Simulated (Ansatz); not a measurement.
The calculation used DFT PBE, scalar-relativistic, plane waves, PAW in Ansatz. All cells share a 420 eV cutoff and Γ-centred k meshes spaced at most about 0.3 Å⁻¹ (about 0.25 or finer for metals, 2π included). No spin polarisation in the final relaxations.

Each of these unrelaxed guesses is relaxed in cell and atoms within its symmetry. A guess keeps its type if space group and coordination stay and the shape of the cell changes little (axis ratios within about 15 %, angles within 6°); the volume may change.

1. Be3Zn2Se5

```cif
data_structure
_symmetry_space_group_name_H-M 'I-4m2'
_symmetry_Int_Tables_number 119
_cell_length_a 3.7891
_cell_length_b 3.7891
_cell_length_c 26.7928
_cell_angle_alpha 90.000
_cell_angle_beta 90.000
_cell_angle_gamma 90.000
_cell_volume 384.67
loop_
_atom_site_label
_atom_site_type_symbol
_atom_site_symmetry_multiplicity
_atom_site_Wyckoff_symbol
_atom_site_fract_x
_atom_site_fract_y
_atom_site_fract_z
_atom_site_occupancy
Be1 Be 2 a 0.00000 0.00000 0.00000 1
Be2 Be 4 e 0.50000 0.50000 0.10000 1
Zn1 Zn 4 e 0.00000 0.00000 0.20000 1
Se1 Se 4 f 0.00000 0.50000 0.15000 1
Se2 Se 2 d 0.50000 0.00000 0.25000 1
Se3 Se 4 f 0.50000 0.00000 0.45000 1
```

2. Al3B2As

```cif
data_structure
_symmetry_space_group_name_H-M 'Cmmm'
_symmetry_Int_Tables_number 65
_cell_length_a 5.2700
_cell_length_b 8.5812
_cell_length_c 3.9554
_cell_angle_alpha 90.000
_cell_angle_beta 90.000
_cell_angle_gamma 90.000
_cell_volume 178.88
loop_
_atom_site_label
_atom_site_type_symbol
_atom_site_symmetry_multiplicity
_atom_site_Wyckoff_symbol
_atom_site_fract_x
_atom_site_fract_y
_atom_site_fract_z
_atom_site_occupancy
Al1 Al 4 i 0.50000 0.34414 0.00000 1
Al2 Al 2 d 0.00000 0.00000 0.50000 1
B1 B 4 f 0.25000 0.25000 0.50000 1
As1 As 2 b 0.50000 0.00000 0.00000 1
```

3. Mg2BeS3

```cif
data_structure
_symmetry_space_group_name_H-M 'P-3m1'
_symmetry_Int_Tables_number 164
_cell_length_a 3.7711
_cell_length_b 3.7711
_cell_length_c 9.3027
_cell_angle_alpha 90.000
_cell_angle_beta 90.000
_cell_angle_gamma 120.000
_cell_volume 114.57
loop_
_atom_site_label
_atom_site_type_symbol
_atom_site_symmetry_multiplicity
_atom_site_Wyckoff_symbol
_atom_site_fract_x
_atom_site_fract_y
_atom_site_fract_z
_atom_site_occupancy
Mg1 Mg 2 d 0.33333 0.66667 0.66867 1
Be1 Be 1 a 0.00000 0.00000 0.00000 1
S1 S 2 d 0.33333 0.66667 0.16576 1
S2 S 1 b 0.00000 0.00000 0.50000 1
```

4. Ga3B2As5

```cif
data_structure
_symmetry_space_group_name_H-M 'I-4m2'
_symmetry_Int_Tables_number 119
_cell_length_a 3.7766
_cell_length_b 3.7766
_cell_length_c 26.7044
_cell_angle_alpha 90.000
_cell_angle_beta 90.000
_cell_angle_gamma 90.000
_cell_volume 380.87
loop_
_atom_site_label
_atom_site_type_symbol
_atom_site_symmetry_multiplicity
_atom_site_Wyckoff_symbol
_atom_site_fract_x
_atom_site_fract_y
_atom_site_fract_z
_atom_site_occupancy
Ga1 Ga 2 a 0.00000 0.00000 0.00000 1
Ga2 Ga 4 e 0.00000 0.00000 0.20000 1
B1 B 4 e 0.50000 0.50000 0.10000 1
As1 As 4 f 0.00000 0.50000 0.05000 1
As2 As 4 f 0.50000 0.00000 0.15000 1
As3 As 2 c 0.00000 0.50000 0.25000 1
```

5. MgTe5

```cif
data_structure
_symmetry_space_group_name_H-M 'P-62m'
_symmetry_Int_Tables_number 189
_cell_length_a 6.5152
_cell_length_b 6.5152
_cell_length_c 5.9738
_cell_angle_alpha 90.000
_cell_angle_beta 90.000
_cell_angle_gamma 120.000
_cell_volume 219.60
loop_
_atom_site_label
_atom_site_type_symbol
_atom_site_symmetry_multiplicity
_atom_site_Wyckoff_symbol
_atom_site_fract_x
_atom_site_fract_y
_atom_site_fract_z
_atom_site_occupancy
Mg1 Mg 1 a 0.00000 0.00000 0.00000 1
Te1 Te 3 g 0.31303 0.00000 0.50000 1
Te2 Te 2 c 0.33333 0.66667 0.00000 1
```

Q: Which keep their type?

A: Guesses 1, 3 and 4 keep their type.

```
guess  kept  start group  end group  V start (Å³/atom)  V end  b/a and c/a, end over start  nearest neighbours start  nearest neighbours end
    1   yes        I-4m2      I-4m2               19.2   19.7                   1.00, 1.02          Be 4, Se 4, Zn 4        Be 4, Se 4, Zn 4
    2    no         Cmmm       Cmmm               14.9   14.6                   2.49, 1.51        Al 7/8, As 18, B 8       Al 4/8, As 8, B 2
    3   yes        P-3m1      P-3m1               19.1   16.0                   1.00, 1.00           Be 6, Mg 6, S 6         Be 6, Mg 6, S 6
    4   yes        I-4m2      I-4m2               19.0   19.4                   1.00, 1.04           As 4, B 4, Ga 4         As 4, B 4, Ga 4
    5    no        P-62m      P-62m               36.6   30.7                   1.00, 0.63              Mg 12, Te 12              Mg 6, Te 6
```

Neighbours count within 15 % of an atom's shortest distance; end groups are read at 0.02 Å (0.05 Å in metals).

Spin–orbit coupling, which can matter for Te, is left out. Cells relaxed within their symmetry can be saddle points.

In counts of neighbours, a slash parts the counts of unlike sites.
